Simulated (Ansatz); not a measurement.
ZrO₂ in space group Pca2_1 (No. 29; Zr on 4a, O on 4a, O on 4a), PBEsol (plane waves, PAW; program Ansatz), all energies at zero smearing, with the estimated change up to a 700 eV cutoff added, with one set of potentials and settings (totals compare only within such a set). Cell of 12 atoms (4 Zr, 8 O): -21023.038 eV.

| element | reference phase | E (eV/atom) |
|---|---|---|
| Zr | Cmmm, 3 atoms in the cell | -4128.6684 |
| O | C2/m, 4 atoms in the cell, spin-polarised | -558.3609 |

Formation energy per atom, worked out: (-21023.038 − 4×(-4128.6684) − 8×(-558.3609))/12 = -3.456 eV/atom (-333 kJ per mol of atoms), at 0 K, without zero-point energy or fitted corrections.

The PBEsol relaxation kept the symmetry of its start. No spin polarisation was allowed. The references are the lowest solids computed at this level, not always the standard phases (solids in place of the gases).

Potentials: the earlier of the program's two PAW sets. The files were generated under PBE; for other functionals the program regenerates the frozen cores, and for LDA and PBEsol the local potential too.
